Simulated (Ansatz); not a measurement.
Al$_{2}$W in space group Fddd (No. 70; Al on 16f, W on 8b), DFT-PBEsol in the program Ansatz with PAW potentials, all energies at zero smearing, with the estimated change up to a 700 eV cutoff added, with one set of potentials and settings (totals compare only within such a set). Cell of 6 atoms (4 Al, 2 W): -22613.666 eV.

```csv
element,reference phase,E (eV/atom)
Al,"Fm-3m, 1 atoms in the cell",-524.5512
W,"Im-3m, 1 atoms in the cell",-10257.5790
```

Formation energy per atom, worked out: (-22613.666 − 4×(-524.5512) − 2×(-10257.5790))/6 = -0.051 eV/atom (-5 kJ per mol of atoms), at 0 K, without zero-point energy or fitted corrections.

The start of the workflow was typed in or built on a structure type; neither database checked (COD, Materials Project) lists it. Whether it is the stable phase at ambient conditions was not checked. The cell was relaxed with PBEsol under the symmetry of its start; its stability against distortions is not shown here. No spin polarisation was allowed. The references are the lowest solids computed at this level, not always the standard phases. Scalar-relativistic: spin–orbit coupling is off unless named, which matters more the heavier the elements.

Potentials: the earlier of the program's two PAW sets. The files were generated under PBE; for other functionals the program regenerates the frozen cores, and for LDA and PBEsol the local potential too.
